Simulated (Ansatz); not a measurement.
Re:
```
Re
1.0
    2.77758     0.00000     0.00000
   -1.38879     2.40546     0.00000
    0.00000     0.00000    13.42429
Re
6
Direct
  0.00000   0.00000   0.66668
  0.33333   0.66667   0.83319
  0.00000   0.00000   0.00000
  0.33333   0.66667   0.16681
  0.00000   0.00000   0.33332
  0.66667   0.33333   0.50000
```

Relaxed with PBE. Special points in fractions of this cell's reciprocal vectors: Γ (0.000, 0.000, 0.000); M (0.500, 0.000, 0.000); K (0.333, 0.333, 0.000); A (0.000, 0.000, 0.500); L (0.500, 0.000, 0.500); H (0.333, 0.333, 0.500).

Problem. List the band energies nearest the Fermi level at these points for DFT-PBE with spin–orbit coupling in the program Ansatz with PAW potentials.

Solution. In eV from the Fermi level; about four levels below and three above (degenerate sets whole), none deeper than 8.9 eV; points with the same levels are listed once.

```json
[
 {"k": "Γ", "below": "-0.93 -0.93 -0.60 -0.60", "above": "0.38 0.38 0.43 0.43"},
 {"k": "M", "below": "-0.75 -0.75 -0.19 -0.19", "above": "0.25 0.25 0.89 0.89"},
 {"k": "K", "below": "-0.20 -0.18 -0.15 -0.12", "above": "0.06 0.18 0.51"},
 {"k": "A", "below": "-0.47 -0.47 -0.39 -0.39", "above": "0.64 0.64 0.86 0.86"},
 {"k": "L", "below": "-0.56 -0.56 -0.28 -0.28", "above": "0.27 0.27 0.33 0.33"},
 {"k": "H", "below": "-0.21 -0.18 -0.14 -0.12", "above": "0.08 0.09 0.86"}
]
```

Space group P-6m2. The start of the workflow was typed in or built on a structure type; neither database checked (COD, Materials Project) lists it. It is not the phase usual at ambient conditions (space group No. 194). The PBE relaxation kept the symmetry of its start; its stability against distortions is not shown here. The run is not spin-polarised.

Potentials: the earlier of the program's two PAW sets.
